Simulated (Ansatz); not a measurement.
TaNiGe:
```xyz
12
Lattice="6.2628 0.0000 0.0000 0.0000 3.7426 0.0000 0.0000 0.0000 7.1543" Properties=species:S:1:pos:R:3 pbc="T T T"
Ta     3.2213     0.9357     2.3175
Ta     3.0416     2.8070     4.8368
Ta     6.1730     2.8070     5.8947
Ta     0.0899     0.9357     1.2596
Ni     5.2347     2.8070     3.0461
Ni     1.0282     0.9357     4.1081
Ni     4.1596     0.9357     6.6233
Ni     2.1033     2.8070     0.5310
Ge     4.4701     2.8070     0.8098
Ge     1.7928     0.9357     6.3445
Ge     4.9242     0.9357     4.3869
Ge     1.3386     2.8070     2.7674
```

Relaxed with r²SCAN. Special points in fractions of this cell's reciprocal vectors: Γ (0.000, 0.000, 0.000); X (0.500, 0.000, 0.000); S (0.500, 0.500, 0.000); Y (0.000, 0.500, 0.000); Z (0.000, 0.000, 0.500); U (0.500, 0.000, 0.500); R (0.500, 0.500, 0.500); T (0.000, 0.500, 0.500).

List the band energies nearest the Fermi level at these points for the program Ansatz at the r²SCAN level (PAW).

In eV from the Fermi level; about four levels below and three above (degenerate sets whole), none deeper than 8.9 eV; points with the same levels are listed once.

| k | below | above |
|---|---|---|
| Γ | -1.06 -0.92 -0.83 -0.75 | 0.25 0.33 0.64 |
| X | -0.38 -0.38 -0.25 -0.25 | 0.37 0.37 1.04 1.04 |
| S | -0.10 -0.10 -0.10 -0.10 | 2.07 2.07 2.07 2.07 |
| Y | -0.81 -0.81 -0.03 -0.03 | 0.90 0.90 0.91 0.91 |
| Z | -0.60 -0.60 -0.16 -0.16 | 0.34 0.34 1.22 1.22 |
| U | -0.56 -0.56 -0.50 -0.50 | 0.50 0.50 1.33 1.33 |
| R | -0.32 -0.32 -0.32 -0.32 | 1.97 1.97 1.97 1.97 |
| T | -1.12 -1.12 -0.46 -0.46 | 0.15 0.15 1.86 1.86 |

Space group Pnma. The first step of the workflow began from a Materials Project structure, measured or hypothetical; the Crystallography Open Database copy checked does not list it. Whether it is the stable phase at ambient conditions was not checked. The r²SCAN relaxation kept the symmetry of its start; whether a distortion lowers the energy is not shown. No spin polarisation was allowed. Scalar-relativistic: spin–orbit coupling is off unless named, which matters more the heavier the elements.

Potentials: the later of the program's two PAW sets.
